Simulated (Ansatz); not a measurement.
Zr:
```
Zr
1.0
    0.00000     3.09318     3.09318
    3.09318     0.00000     3.09318
    3.09318     3.09318     0.00000
Zr
2
Direct
  0.00000   0.00000   0.00000
  0.25000   0.25000   0.25000
```

Relaxed with r²SCAN. Special points in fractions of this cell's reciprocal vectors: Γ (0.000, 0.000, 0.000); X (0.500, 0.000, 0.500); U (0.625, 0.250, 0.625); K (0.375, 0.375, 0.750); L (0.500, 0.500, 0.500); W (0.500, 0.250, 0.750).

Task: List the band energies nearest the Fermi level at these points for r²SCAN with spin–orbit coupling in the plane-wave PAW code Ansatz.

Result: In eV from the Fermi level; about four levels below and three above (degenerate sets whole), none deeper than 8.9 eV; points with the same levels are listed once.

| k | below | above |
|---|---|---|
| Γ | -1.07 -1.07 -1.07 -1.07 -0.03 -0.03 | 0.01 0.01 0.01 0.01 |
| X | -0.08 -0.08 -0.08 -0.08 | 0.52 0.52 0.52 0.52 |
| U | -0.64 -0.64 -0.06 -0.06 | 0.54 0.54 1.31 1.31 |
| L | -0.18 -0.18 -0.17 -0.17 | 0.88 0.88 3.37 3.37 |
| W | -2.13 -2.13 -2.10 -2.10 | 0.03 0.03 0.05 0.05 |

Space group Fd-3m (diamond). The start of the workflow was typed in or built on a structure type; neither database checked (COD, Materials Project) lists it. It is not the phase usual at ambient conditions (space group No. 194). The cell was relaxed with r²SCAN under the symmetry of its start; whether a distortion lowers the energy is not shown. No spin polarisation was allowed. The volume moved by -20 % from the start of the relaxation.

Potentials: the earlier of the program's two PAW sets.
